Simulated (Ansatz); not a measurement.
Relaxed LiF (rock salt):

```
CELL_PARAMETERS angstrom
      0.00000     2.03393     2.03393
      2.03393     0.00000     2.03393
      2.03393     2.03393     0.00000
ATOMIC_POSITIONS crystal
  F  0.00000 0.00000 0.00000
  Li 0.50000 0.50000 0.50000
```

Scan: atom 1 (F, nearest neighbour Li at 2.034 Å; its periodic images, 2.9 Å or more away, move with it) is displaced along Cartesian [111], direction (0.577, 0.577, 0.577) in Cartesian axes, by s. The other atoms stay.

Calculation: PBE (plane waves to 420 eV, PAW, scalar-relativistic; Ansatz, a quantum-chemistry and plane-wave program). k mesh 11×11×11 (Γ-centred), Fermi-Dirac smearing 0.05 eV. Energies are smeared free energies. LiF was relaxed with its symmetry unable to fall. ΔE is measured from the undisplaced structure.

```tsv
s (Å)	ΔE (meV/cell)
-0.200	withheld
-0.160	17.0
-0.120	9.5
-0.080	4.2
-0.040	1.1
0.000	0.0
0.040	1.1
0.080	4.2
0.120	9.5
0.160	17.0
0.200	withheld
```

Question: Fit an even polynomial form (powers 2, 4) to the given rows and predict ΔE at s = 0.200.

Answer: Least squares on the 9 given rows: ΔE = (655.3)·s² + (340.6)·s⁴, in meV/cell with s in Å; root-mean-square residual 0.02 meV/cell. At 0.200 the fit gives 26.8 meV/cell; the calculation gives 26.6 meV/cell, so the extrapolation is off by 0.2 (+0.8 %). The quadratic term alone would give 26.2 meV/cell.

(A displaced cell: forces are minus the slopes of the energy, force constants its curvatures, and phonons follow from these.)
